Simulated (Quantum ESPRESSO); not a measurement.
```cif
data_I3O9Rb3
_chemical_formula_sum 'O9 Rb3 I3'
_space_group_name_H-M_alt 'R3m :H'
_space_group_IT_number 160
_space_group_name_Hall 'R 3 -2"'
_cell_length_a 6.37546
_cell_length_b 6.37546
_cell_length_c 7.86633
_cell_angle_alpha 90.000
_cell_angle_beta 90.000
_cell_angle_gamma 120.000
loop_
_atom_site_label
_atom_site_type_symbol
_atom_site_symmetry_multiplicity
_atom_site_Wyckoff_symbol
_atom_site_fract_x
_atom_site_fract_y
_atom_site_fract_z
_atom_site_occupancy
O1 O 9 b 0.37694 0.18847 0.22500 1
Rb1 Rb 3 a 0.00000 0.00000 0.51564 1
I1 I 3 a 0.00000 0.00000 0.00105 1
```
(The calculation used a cell of 5 atoms; values per cell refer to that cell.)

The geometry is that of Materials Project entry mp-27193, symmetrised and not relaxed again.

What does PBEsol (Quantum ESPRESSO, PseudoDojo norm-conserving, 84 Ry, with spin-orbit coupling) give for the electronic structure near the Fermi level?

The PBEsol gap is direct, 2.58 eV at B1. 

The structure is a Materials Project entry; no match was found in the copy of COD used, and its stability was not checked.
